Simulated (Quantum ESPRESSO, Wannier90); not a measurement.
# Tight-binding from DFT: PbSe (rock salt)

```xyz
2
Lattice="0.0000 3.0908 3.0908 3.0908 0.0000 3.0908 3.0908 3.0908 0.0000" Properties=species:S:1:pos:R:3 pbc="T T T"
Pb     0.0000     0.0000     0.0000
Se     3.0908     3.0908     3.0908
```

Structure: Materials Project mp-2201, symmetrised, not relaxed again. COD (Crystallography Open Database) has an entry of this formula and space group (matched by these alone). Method: PBE plane waves in Quantum ESPRESSO 7.5 (PseudoDojo norm-conserving files, 69 Ry, no spin polarisation, no spin-orbit coupling), Bloch states on a 10×10×10 mesh through Γ, Wannier90 4.0.1. Density: 10×10×10 mesh, cold smearing 0.01 Ry. Spin-orbit coupling is left out although heavy elements are present.

Band 11 is isolated and gives one Wannier function a cell (Se2 4s 80 %, Pb1 6p 13 %, Pb1 6s 5 %; spread 1.72 Å²). Its on-site energy is ε = -12.361 eV relative to the valence-band maximum, and its hoppings t(R) = t(−R) to the nearer images are (images within this range that aren't listed have |t| under 5 meV):

```json
[
 {"R (lattice vectors; −R alike)": "0 0 1", "distance (Å)": "4.37", "t (eV)": "-0.091"},
 {"R (lattice vectors; −R alike)": "0 1 -1", "distance (Å)": "4.37", "t (eV)": "-0.091"},
 {"R (lattice vectors; −R alike)": "0 1 0", "distance (Å)": "4.37", "t (eV)": "-0.091"},
 {"R (lattice vectors; −R alike)": "1 -1 0", "distance (Å)": "4.37", "t (eV)": "-0.091"},
 {"R (lattice vectors; −R alike)": "1 0 -1", "distance (Å)": "4.37", "t (eV)": "-0.091"},
 {"R (lattice vectors; −R alike)": "1 0 0", "distance (Å)": "4.37", "t (eV)": "-0.091"}
]
```

### Question
Work out the band energy at Γ, X, U, K from these numbers.

### Answer
For one orbital E(k) = ε + Σ_R 2 t(R) cos(2π k·R), the sum over the listed R.
- Γ, k = (0.000, 0.000, 0.000): E = -12.361 + (-0.091)·(12.00) = -13.45 eV; pw.x: -13.33 eV
- X, k = (0.500, 0.000, 0.500): E = -12.361 + (-0.091)·(-4.00) = -12.00 eV; pw.x: -12.00 eV
- U, k = (0.625, 0.250, 0.625): E = -12.361 + (-0.091)·(-3.66) = -12.03 eV; pw.x: -12.01 eV
- K, k = (0.375, 0.375, 0.750): E = -12.361 + (-0.091)·(-3.66) = -12.03 eV; pw.x: -12.01 eV

At these points the listed shells miss the plane-wave band by up to 0.13 eV, of a width of 1.35 eV on the path. With all its hoppings the model misses the band by 0.0 meV at worst on the whole path, so most of the miss comes from the hoppings not listed.
